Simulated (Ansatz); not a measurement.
# MnIr3 (P6_3/mmc), clamped-ion strain scan

The calculation used DFT PBEsol, scalar-relativistic, plane waves, PAW (Ansatz). Settings: plane waves to 420 eV, k-mesh 12×12×10 (Γ-centred), Gaussian smearing 0.15 eV. Spin–orbit coupling is left out, which matters for the heavy elements here. Collinear spins, started from moments 2.1, 2.1, 0.0, 0.0, 0.0, 0.0, 0.0, 0.0 μB in atom order; the magnetic state may not be the lowest. Energies are free energies at this smearing, counted from the undisturbed cell; pressure is positive in compression.

The undisturbed cell (relaxed at this level; with this scan's settings it stands at 0.2 GPa; it needn't be the usual structure):

```
Mn Ir
1.0
     5.36881    0.00000    0.00000
    -2.68440    4.64952    0.00000
     0.00000    0.00000    4.27247
Mn Ir
2 6
Direct
  0.33333 0.66667 0.75000
  0.66667 0.33333 0.25000
  0.16921 0.33843 0.25000
  0.66157 0.83079 0.25000
  0.16921 0.83079 0.25000
  0.83079 0.66157 0.75000
  0.33843 0.16921 0.75000
  0.83079 0.16921 0.75000
```

The cell is strained by ε times the Voigt pattern (0, 0, 1, 0, 0, 0) (xx, yy, zz, yz, xz, xy; engineering shear) with fractional coordinates fixed. The cell is metallic on the mesh throughout.

| ε | ΔE (meV/atom) | stress summed along the pattern (GPa, tension positive) | pressure (GPa) | moment (μB/cell) |
| --- | --- | --- | --- | --- |
| -0.0400 | 47.0 | -29.22 | 15.4 | 2.38 |
| -0.0200 | 11.5 | -13.78 | 7.3 | 2.87 |
| 0.0000 | 0.0 | -0.39 | 0.2 | 3.17 |
| 0.0100 | ? | ? | -3.0 | 3.29 |
| 0.0300 | 20.4 | 15.96 | -8.5 | 3.48 |

(1) Give the withheld values.

## Answers

(1) ΔE (meV/atom) at ε = 0.0100: 2.2; stress summed along the pattern (GPa, tension positive) at ε = 0.0100: 5.59.

Cost: 5 runs of about 18 core-minutes in all, on Intel Xeon Processor @ 2.70GHz (shared hosts).